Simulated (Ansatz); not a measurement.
**A plane-wave run on CaMnF₃**

Input file of Ansatz 0.2.0:

```yaml
crystal:
  lattice:
    - [3.21764502, 0.0, 0.0]
    - [1.60882251, -5.23433548, 0.0]
    - [0.0, 0.0, -7.64869212]
  atoms:
    - { symbol: Ca, position: [0.7457, 0.5086, 0.75] }
    - { symbol: Ca, position: [0.2543, 0.4914, 0.25] }
    - { symbol: Mn, position: [0.0, 0.0, 0.0] }
    - { symbol: Mn, position: [0.0, 0.0, 0.5] }
    - { symbol: F, position: [0.0842, 0.8316, 0.75] }
    - { symbol: F, position: [0.9158, 0.1684, 0.25] }
    - { symbol: F, position: [0.6278, 0.7444, 0.0563] }
    - { symbol: F, position: [0.3722, 0.2556, 0.5563] }
    - { symbol: F, position: [0.3722, 0.2556, 0.9437] }
    - { symbol: F, position: [0.6278, 0.7444, 0.4437] }
  symmetry: { tolerance: 0.0003 }
kpoints:
  mp_grid: { grid: [9, 9, 4], shift: [0, 0, 0] }
  band_path:
    path:
      - [0.0, 0.0, 0.0]
      - [0.0, -0.5, 0.0]
      - [0.45276508, -0.27361746, 0.0]
      - [0.54723492, 0.27361746, 0.0]
      - [0.0, 0.0, 0.0]
      - [0.0, 0.0, -0.5]
      - [0.54723492, 0.27361746, -0.5]
      - [0.45276508, -0.27361746, -0.5]
      - [0.0, -0.5, -0.5]
      - [0.0, -0.5, 0.0]
      - [0.0, 0.0, 0.0]
    npoints: 6
magnetization:
  spin_polarized: false
scf:
  occupations: { method: gaussian, width: 0.2093 }
  lower_state_search: "off"
  max_iter: 200
hamiltonian:
  pseudopotentials: { kind: paw }
  xc: r2scan
basis:
  ecutwfc: 500
  fft_grid_basis: typed
output:
  forces: true
  stress: true
  eigenvalues: true
  bader: true
  populations: true
  elf: true
  write_potential: true
  volumetric_format: npy
  dos:
    e_range: [-12, 8]
    de: 0.05
    projected: { site_lists: { Ca: [Ca], F: [F], Mn: [Mn] } }
checkpoint:
  read: saved_state
```

The saved state is an earlier solution for the same cell, perhaps on another mesh. 

Output (shortened):

```
Free energy (F): -16315.8046 eV
Harris-Foulkes:  -16315.8046 eV  (|F-HF|=4.40e-9)
Internal energy: -16315.7645 eV  (E = F + TS)
E sigma→0 (E₀):  -16315.7846 eV
Entropy (-TS):   -0.0401 eV (-4.015 meV/atom)
Fermi energy:    11.1507 eV
--- Forces (eV/Å), atoms counted from 1 ---
  atom   1  Ca     0.0000     0.3647     0.0000
  atom   2  Ca     0.0000    -0.3647     0.0000
  atom   3  Mn     0.0000     0.0000     0.0000
  atom   4  Mn     0.0000     0.0000     0.0000
  atom   5  F      0.0000     0.7691     0.0000
  atom   6  F      0.0000    -0.7691     0.0000
  atom   7  F      0.0000     0.6452    -0.0676
  atom   8  F      0.0000    -0.6452    -0.0676
  atom   9  F      0.0000    -0.6452     0.0676
  atom  10  F      0.0000     0.6452     0.0676
--- Stress (GPa, compression-positive) ---
        2.2693       0.0000       0.0000
        0.0000     -13.3250       0.0000
        0.0000       0.0000      -8.5813
  P = ⅓ Tr σ = -6.5456 GPa (-65.456 kbar)
--- Löwdin populations: 10 sites ---
  site symbol       q [e]
     0     Ca      8.2668
     1     Ca      8.2668
     2     Mn     14.3542
     3     Mn     14.3542
     4      F      7.6616
     5      F      7.6616
     6      F      7.6700
     7      F      7.6700
     8      F      7.6700
     9      F      7.6700
  spilling = 0.0082 (of n_electrons = 92.0000)
```

Total energies depend on the potentials used, so only differences within one code and one set of settings carry meaning.

Origin: a known structure type with other elements, at an estimated volume, so it need not be a known compound. Caveats: no spin polarisation, so a magnetic state may lie lower; wide smearing.
